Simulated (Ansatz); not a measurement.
VSi$_{2}$:
```cif
data_Si6V3
_chemical_formula_sum 'V3 Si6'
_space_group_name_H-M_alt 'P 1'
_space_group_IT_number 1
_cell_length_a 4.52996
_cell_length_b 4.52996
_cell_length_c 6.32554
_cell_angle_alpha 90.000
_cell_angle_beta 90.000
_cell_angle_gamma 120.000
loop_
_space_group_symop_operation_xyz
  'x, y, z'
loop_
_atom_site_label
_atom_site_type_symbol
_atom_site_fract_x
_atom_site_fract_y
_atom_site_fract_z
_atom_site_occupancy
V1 V 0.00000 0.50000 0.16667 1
V2 V 0.50000 0.00000 0.50000 1
V3 V 0.50000 0.50000 0.83333 1
Si1 Si 0.83748 0.67496 0.50000 1
Si2 Si 0.16252 0.83748 0.83333 1
Si3 Si 0.32504 0.16252 0.16667 1
Si4 Si 0.16252 0.32504 0.50000 1
Si5 Si 0.83748 0.16252 0.83333 1
Si6 Si 0.67496 0.83748 0.16667 1
```

Relaxed with r²SCAN.

Task: Tabulate the valence density and the electron localisation function along the shortest Si–Si contact (2.46 Å), plane-wave PAW r²SCAN (Ansatz code).

Result: 

| distance from Si (Å) | density (e/Å³) | ELF |
|---|---|---|
| 0.25 | 0.09 | 0.29 |
| 0.37 | 0.17 | 0.22 |
| 0.49 | 0.27 | 0.30 |
| 0.62 | 0.37 | 0.46 |
| 0.74 | 0.43 | 0.63 |
| 0.86 | 0.45 | 0.72 |
| 0.99 | 0.45 | 0.75 |
| 1.11 | 0.44 | 0.76 |
| 1.23 | 0.43 | 0.75 |
| 1.36 | 0.44 | 0.76 |
| 1.48 | 0.45 | 0.75 |
| 1.60 | 0.45 | 0.72 |
| 1.72 | 0.43 | 0.63 |
| 1.85 | 0.37 | 0.46 |
| 1.97 | 0.27 | 0.30 |
| 2.09 | 0.17 | 0.22 |
| 2.22 | 0.09 | 0.29 |

The density is the valence pseudo-density with augmentation charge, so density and ELF within about 1 Å of a nucleus are not all-electron values.

Space group P6_222. The cell was relaxed with r²SCAN under the symmetry of its start; of distortions, only those at the zone centre were tested. The run is not spin-polarised.

Potentials: the later of the program's two PAW sets.
